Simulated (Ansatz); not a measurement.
**zincblende-structured RuSe**

Method: PBE, scalar-relativistic; no spin polarisation; PAW, 420 eV, Γ-centred 10×10×10 mesh, 0.05 eV Gaussian smearing; code Ansatz; PAW files: Ansatz's generated set soft_2.

```
CELL_PARAMETERS angstrom
0.00000 2.75202 2.75202
2.75202 0.00000 2.75202
2.75202 2.75202 0.00000
ATOMIC_POSITIONS crystal
Ru 0.00000 0.00000 0.00000
Se 0.25000 0.25000 0.25000
```

This is a trial structure made by placing the elements on a prototype's sites, so it needn't be the stable form.

Task: Which orbitals carry the states at the Fermi level, and how many states are there?

Result: Within 0.1 eV of it: Ru 4d 75 %, Se 4p 20 % (shares among the projected shells). The density of states at the Fermi level is about 1.8 states/eV per cell, averaged over 0.3 eV.

Density of states (tetrahedra, averaged over 0.3 eV; states/eV per cell of 2 atoms; energy in eV from the Fermi level; projections on Löwdin-orthogonalised atomic orbitals, summed over sites):

```
    E  total  Ru 4d  Se 4p  Ru 5s  Se 4s  Ru 4p
-6.40   0.05   0.01   0.03   0.01   0.00   0.00
-6.10   1.04   0.28   0.64   0.11   0.00   0.00
-5.80   3.86   0.86   2.54   0.37   0.03   0.02
-5.50   1.69   0.45   1.12   0.10   0.01   0.01
-5.20   1.91   0.71   1.10   0.09   0.00   0.00
-4.90   5.85   2.40   3.29   0.12   0.00   0.02
-4.60   3.17   1.17   1.93   0.04   0.00   0.02
-4.30   2.17   0.64   1.48   0.02   0.00   0.02
-4.00   0.26   0.07   0.19   0.00   0.00   0.00
-3.70   0.00   0.00   0.00   0.00   0.00   0.00
-3.40   0.00   0.00   0.00   0.00   0.00   0.00
-3.10   0.00   0.00   0.00   0.00   0.00   0.00
-2.80   0.00   0.00   0.00   0.00   0.00   0.00
-2.50   0.06   0.06   0.00   0.00   0.00   0.00
-2.20   3.00   2.67   0.15   0.04   0.03   0.00
-1.90   3.22   3.08   0.07   0.01   0.00   0.00
-1.60   5.43   5.23   0.09   0.02   0.00   0.00
-1.30   1.65   1.62   0.01   0.01   0.00   0.00
-1.00   2.82   2.32   0.23   0.10   0.07   0.00
-0.70   1.32   0.98   0.22   0.02   0.03   0.00
-0.40   0.92   0.66   0.17   0.01   0.03   0.00
-0.10   1.75   1.29   0.30   0.01   0.08   0.00
 0.20   1.57   1.08   0.36   0.01   0.06   0.00
 0.50   1.60   1.02   0.44   0.01   0.05   0.00
 0.80   1.97   1.20   0.63   0.01   0.04   0.01
 1.10   1.98   1.14   0.69   0.01   0.04   0.01
 1.40   1.83   0.99   0.69   0.02   0.04   0.00
 1.70   1.37   0.71   0.52   0.03   0.04   0.00
 2.00   1.04   0.49   0.38   0.07   0.05   0.00
 2.30   0.67   0.33   0.28   0.01   0.01   0.00
 2.60   0.52   0.25   0.23   0.02   0.01   0.00
 2.90   0.38   0.17   0.18   0.02   0.01   0.00
 3.20   0.21   0.09   0.10   0.01   0.00   0.00
 3.50   0.19   0.05   0.08   0.04   0.01   0.00
 3.80   0.20   0.02   0.05   0.09   0.02   0.00
 4.10   0.29   0.01   0.05   0.15   0.04   0.00
 4.40   0.55   0.02   0.07   0.28   0.06   0.00
 4.70   0.62   0.02   0.06   0.31   0.06   0.00
 5.00   0.72   0.02   0.06   0.32   0.05   0.00
 5.30   0.91   0.03   0.06   0.32   0.05   0.00
 5.60   1.07   0.04   0.06   0.29   0.04   0.00
 5.90   1.04   0.04   0.05   0.21   0.03   0.00
```
